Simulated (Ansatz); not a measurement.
Relaxed BAs (zinc blende):

```xyz
2
Lattice="0.0000 2.4047 2.4047 2.4047 0.0000 2.4047 2.4047 2.4047 0.0000" Properties=species:S:1:pos:R:3 pbc="T T T"
As     3.6070     3.6070     3.6070
B      0.0000     0.0000     0.0000
```

Scan: atom 2 (B, nearest neighbour As at 2.083 Å; its periodic images, 3.4 Å or more away, move with it) is displaced along Cartesian [110], direction (0.707, 0.707, 0.000) in Cartesian axes, by s. The other atoms stay.

Method: PBE (plane waves to 420 eV, PAW, scalar-relativistic; Ansatz, an electronic-structure program). k mesh 10×10×10 (Γ-centred), Fermi-Dirac smearing 0.05 eV. Energies are smeared free energies. Compression counts positive. As the smearing reaches across the gap at some points, energies and forces of such displacements shift with the k mesh and the smearing. BAs was relaxed with its symmetry unable to fall. The zero of ΔE is the undisplaced structure.

```csv
s (Å),ΔE (meV/cell),P (GPa)
-0.420,(withheld),(withheld)
-0.336,880,(withheld)
-0.252,501,4.0
-0.168,224,1.7
-0.084,56,0.4
0.000,0,0.0
0.084,56,0.4
0.168,224,1.7
0.252,501,4.0
0.336,880,(withheld)
0.420,(withheld),(withheld)
```

Q: What belongs in the gaps?

A: 
- -0.420, ΔE (meV/cell): 1362
- -0.420, P (GPa): 11.6
- -0.336, P (GPa): 7.2
- 0.336, P (GPa): 7.2
- 0.420, ΔE (meV/cell): 1362
- 0.420, P (GPa): 11.6

(A displaced cell: forces are minus the slopes of the energy, force constants its curvatures, and phonons follow from these.)
